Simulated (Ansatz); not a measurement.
**Every step of a relaxation of fcc Ag (110), 3 layers**

DFT, PBEsol, PAW with Ansatz's default frozen-core files, scalar-relativistic (Ansatz 0.2.0); a Γ-centred 14×10×1 k mesh, Fermi–Dirac smearing of 0.05 eV, no spin polarisation. The run relaxes the atoms in the fixed cell.

Command: `ansatz run input.yaml --threads 1 --pin off --max-ram 3584MiB --backend cpu --events-out ev --progress --plain --runs-dir out` It took 2.7 min on 1 thread of Arm Neoverse V1, on a shared host, peak memory 0.55 GiB.

```yaml
crystal:
  lattice:
    - [2.8669514164, 0.0, 0.0]
    - [0.0, 4.0544815757, 0.0]
    - [0.0, 0.0, 18.867]
  atoms:
    - { symbol: Ag, position: [0.0, 0.0, 0.4240220645] }
    - { symbol: Ag, position: [0.5, 0.5, 0.5] }
    - { symbol: Ag, position: [0.0, 0.0, 0.5759779355] }
kpoints:
  mp_grid: { grid: [14, 10, 1] }
scf:
  occupations: { method: fermi_dirac, width: 0.05 }
hamiltonian:
  xc: pbesol
  pseudopotentials: { kind: paw }
output:
  forces: true
  stress: true
  eigenvalues: true
  write_density: true
  write_potential: true
  elf: true
  volumetric_format: npy
relax:
  f_tol: 0.01
  max_steps: 40
efield:
  axis: 3
  amplitude: 0
  dipole_correction: true
```

Each step lists its free energy a cell above the last geometry, and Cartesian positions (Å) with forces (eV/Å).

The first step:

```
step 1  dF = 18.22 meV
  Ag 0.0000 0.0000 8.0000   0.0000 0.0000 0.3100
  Ag 1.4335 2.0272 9.4335   0.0000 0.0000 0.0000
  Ag 0.0000 0.0000 10.8670   0.0000 0.0000 -0.3100
```

The PAW files were made under PBE. The cell is 1×1, so reconstructions are forbidden, and in slabs of four or five layers the relaxations can be far larger than at a real surface.

Problem. Where does the relaxation end, and by which steps?

Solution. After 3 geometries, with a shortest distance of 2.755 Å. The further steps:
```
step 2  dF = 7.35 meV
  Ag 0.0000 0.0000 8.0865   0.0000 0.0000 -0.2448
  Ag 1.4335 2.0272 9.4335   0.0000 0.0000 0.0000
  Ag 0.0000 0.0000 10.7805   0.0000 0.0000 0.2447
step 3  dF = 0.00 meV
  Ag 0.0000 0.0000 8.0560   0.0000 0.0000 -0.0058
  Ag 1.4335 2.0272 9.4335   0.0000 0.0000 0.0000
  Ag 0.0000 0.0000 10.8110   0.0000 0.0000 0.0058
step 4  dF = 0.00 meV  (same geometry, solved once more)
  Ag 0.0000 0.0000 8.0560   0.0000 0.0000 -0.0058
  Ag 1.4335 2.0272 9.4335   0.0000 0.0000 0.0000
  Ag 0.0000 0.0000 10.8110   0.0000 0.0000 0.0058
```
